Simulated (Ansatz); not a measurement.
The cell below belongs to a search over invented structures; it isn't taken from experiment.

Input and command of a plane-wave DFT calculation in Ansatz:

```yaml
crystal:
  lattice:
    - [1.891919071, -4.7696692363, 0.0]
    - [1.891919071, 4.7696692363, 0.0]
    - [0.0, 0.0, 11.503317452]
  atoms:
    - { symbol: Ta, position: [0.8109719444, 0.1890280556, 0.75], spin: 1.0 }
    - { symbol: Ta, position: [0.1890280556, 0.8109719444, 0.25], spin: 1.0 }
    - { symbol: Nb, position: [0.1355818387, 0.8644181613, 0.5290032362] }
    - { symbol: Nb, position: [0.1355818387, 0.8644181613, 0.9709967638] }
    - { symbol: Nb, position: [0.8644181613, 0.1355818387, 0.0290032362] }
    - { symbol: Nb, position: [0.8644181613, 0.1355818387, 0.4709967638] }
    - { symbol: O, position: [0.9566621537, 0.0433378463, 0.6363088619] }
    - { symbol: O, position: [0.9566621537, 0.0433378463, 0.8636911381] }
    - { symbol: O, position: [0.0433378463, 0.9566621537, 0.1363088619] }
    - { symbol: O, position: [0.0433378463, 0.9566621537, 0.3636911381] }
    - { symbol: O, position: [0.32256261, 0.67743739, 0.404225173] }
    - { symbol: O, position: [0.67743739, 0.32256261, 0.904225173] }
    - { symbol: O, position: [0.67743739, 0.32256261, 0.595774827] }
    - { symbol: O, position: [0.32256261, 0.67743739, 0.095774827] }
    - { symbol: O, position: [0.7485312772, 0.2514687228, 0.25] }
    - { symbol: O, position: [0.2514687228, 0.7485312772, 0.75] }
basis:
  ecutwfc: 420
kpoints:
  mp_grid: { grid: [6, 6, 2] }
hamiltonian:
  xc: pbe
scf:
  occupations: { method: gaussian, width: 0.1 }
  lower_state_search: "off"
output:
  forces: true
  stress: true
  eigenvalues: true
  populations: true
magnetization:
  spin_polarized: true
```

```bash
ansatz run input.yaml --threads 1 --pin off --max-ram 2560MiB --backend cpu --events-out ev --progress --plain --runs-dir out
```

Processor: Intel(R) Xeon(R) Processor @ 2.70GHz, 1 thread, on a host shared with other jobs.

Problem. Estimate time, memory and problem size.

Solution. About 120 s, peak memory 0.98 GiB. It solves 86 bands at 26 k points (after reduction by symmetry) with about 4075 plane waves, in 17 SCF iterations.
